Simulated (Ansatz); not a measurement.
K:
```
K
1.0
   -2.52296     2.52296     2.52296
    2.52296    -2.52296     2.52296
    2.52296     2.52296    -2.52296
K
1
Cartesian
  0.00000   0.00000   0.00000
```

This is the LDA-relaxed structure.

**Question.** All from LDA (plane waves, PAW; program Ansatz), unless another level is named. Give the Hill bulk and shear moduli.

**Answer.** 4.4 and 1.4 GPa.

**Question.** What about the elastic constants (relaxed ions, GPa)?

**Answer.** C11 = 4.9, C12 = 4.2, C44 = 3.2.

Space group Im-3m (bcc (W type)). The LDA relaxation kept the symmetry of its start. As this level gives no gap, shear constants depend on the k-mesh and smearing (Fermi–Dirac, 0.1 eV here).

Potentials: the later of the program's two PAW sets.
